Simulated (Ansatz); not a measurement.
SnSe:
```cif
data_Se4Sn4
_chemical_formula_sum 'Sn4 Se4'
_space_group_name_H-M_alt 'P 1'
_space_group_IT_number 1
_cell_length_a 11.80966
_cell_length_b 4.20893
_cell_length_c 4.55787
_cell_angle_alpha 90.000
_cell_angle_beta 90.000
_cell_angle_gamma 90.000
loop_
_space_group_symop_operation_xyz
  'x, y, z'
loop_
_atom_site_label
_atom_site_type_symbol
_atom_site_fract_x
_atom_site_fract_y
_atom_site_fract_z
_atom_site_occupancy
Sn1 Sn 0.62182 0.75000 0.38484 1
Sn2 Sn 0.37818 0.25000 0.61516 1
Sn3 Sn 0.87818 0.25000 0.88484 1
Sn4 Sn 0.12182 0.75000 0.11516 1
Se1 Se 0.14511 0.25000 0.52401 1
Se2 Se 0.85489 0.75000 0.47599 1
Se3 Se 0.35489 0.75000 0.02401 1
Se4 Se 0.64511 0.25000 0.97599 1
```

Relaxed with PBE.

Question: Which orbitals make up the states near the band edges in the program Ansatz at the PBE level (PAW)?

Answer: Top 1 eV of the valence band: Se 4p 61 %, Sn 5s 19 %, Sn 5p 18 %. Bottom 1 eV of the conduction band: Sn 5p 65 %, Se 4p 17 %, Se 4s 8 %, Sn 5s 7 %. Projections are on Löwdin-orthogonalised atomic valence shells; empty p or d shells of many metals are not among them.

Question: Tabulate the density of states.

Answer: States/eV per cell of 8 atoms, in 0.25 eV bins, energy from the valence-band maximum.

| E (eV) | total | Se 4p | Sn 5p | Sn 5s |
|---|---|---|---|---|
| -7.86 | 0.00 | 0.00 | 0.00 | 0.00 |
| -7.61 | 1.07 | 0.30 | 0.05 | 0.69 |
| -7.36 | 4.25 | 1.19 | 0.16 | 2.78 |
| -7.11 | 5.09 | 1.36 | 0.19 | 3.37 |
| -6.86 | 5.54 | 1.46 | 0.20 | 3.66 |
| -6.61 | 5.34 | 1.44 | 0.23 | 3.41 |
| -6.36 | 5.52 | 1.49 | 0.23 | 3.41 |
| -6.11 | 1.93 | 0.51 | 0.07 | 1.12 |
| -5.86 | 1.35 | 0.32 | 0.05 | 0.79 |
| -5.61 | 1.01 | 0.21 | 0.04 | 0.60 |
| -5.36 | 0.75 | 0.14 | 0.03 | 0.45 |
| -5.11 | 0.15 | 0.03 | 0.01 | 0.09 |
| -4.86 | 0.00 | 0.00 | 0.00 | 0.00 |
| -4.61 | 0.34 | 0.18 | 0.14 | 0.01 |
| -4.36 | 2.07 | 1.14 | 0.83 | 0.07 |
| -4.11 | 3.71 | 2.12 | 1.39 | 0.14 |
| -3.86 | 4.31 | 2.54 | 1.55 | 0.15 |
| -3.61 | 4.68 | 2.85 | 1.61 | 0.14 |
| -3.36 | 5.45 | 3.42 | 1.79 | 0.14 |
| -3.11 | 6.52 | 4.25 | 1.97 | 0.18 |
| -2.86 | 6.16 | 4.08 | 1.76 | 0.20 |
| -2.61 | 6.27 | 4.26 | 1.67 | 0.22 |
| -2.36 | 6.99 | 4.90 | 1.70 | 0.24 |
| -2.11 | 6.33 | 4.52 | 1.40 | 0.27 |
| -1.86 | 8.14 | 6.08 | 1.53 | 0.37 |
| -1.61 | 7.09 | 5.36 | 1.18 | 0.42 |
| -1.36 | 4.97 | 3.25 | 1.03 | 0.59 |
| -1.11 | 6.51 | 3.87 | 1.43 | 1.04 |
| -0.86 | 5.76 | 3.31 | 1.26 | 1.04 |
| -0.61 | 8.04 | 5.00 | 1.29 | 1.57 |
| -0.36 | 2.38 | 1.54 | 0.31 | 0.48 |
| -0.11 | 0.30 | 0.20 | 0.03 | 0.07 |
| 0.14 | 0.00 | 0.00 | 0.00 | 0.00 |
| 0.39 | 0.00 | 0.00 | 0.00 | 0.00 |
| 0.64 | 0.00 | 0.00 | 0.00 | 0.00 |
| 0.89 | 0.50 | 0.07 | 0.33 | 0.04 |
| 1.14 | 2.49 | 0.39 | 1.63 | 0.19 |
| 1.39 | 3.74 | 0.68 | 2.38 | 0.28 |
| 1.64 | 5.19 | 0.92 | 3.46 | 0.28 |
| 1.89 | 4.63 | 0.86 | 3.12 | 0.20 |
| 2.14 | 4.90 | 1.00 | 3.27 | 0.17 |
| 2.39 | 5.64 | 1.20 | 3.74 | 0.16 |
| 2.64 | 5.27 | 1.12 | 3.51 | 0.14 |
| 2.89 | 7.42 | 1.68 | 4.73 | 0.19 |
| 3.14 | 7.41 | 1.78 | 4.66 | 0.17 |
| 3.39 | 5.38 | 1.22 | 3.54 | 0.09 |
| 3.64 | 5.60 | 1.24 | 3.66 | 0.07 |
| 3.89 | 5.38 | 1.22 | 3.42 | 0.07 |
| 4.14 | 5.91 | 1.36 | 3.66 | 0.07 |
| 4.39 | 6.34 | 1.52 | 3.75 | 0.07 |
| 4.64 | 6.41 | 1.50 | 3.72 | 0.07 |
| 4.89 | 5.30 | 1.26 | 3.06 | 0.06 |
| 5.14 | 3.99 | 1.02 | 2.34 | 0.05 |
| 5.39 | 2.27 | 0.61 | 1.28 | 0.02 |

Space group Pnma. Symmetry was held in the PBE relaxation. A crystal of weakly bound layers computed without a dispersion correction: the cell and the soft elastic constants depend strongly on that. Spin–orbit coupling is left out wherever it is not named.

Potentials: the later of the program's two PAW sets.
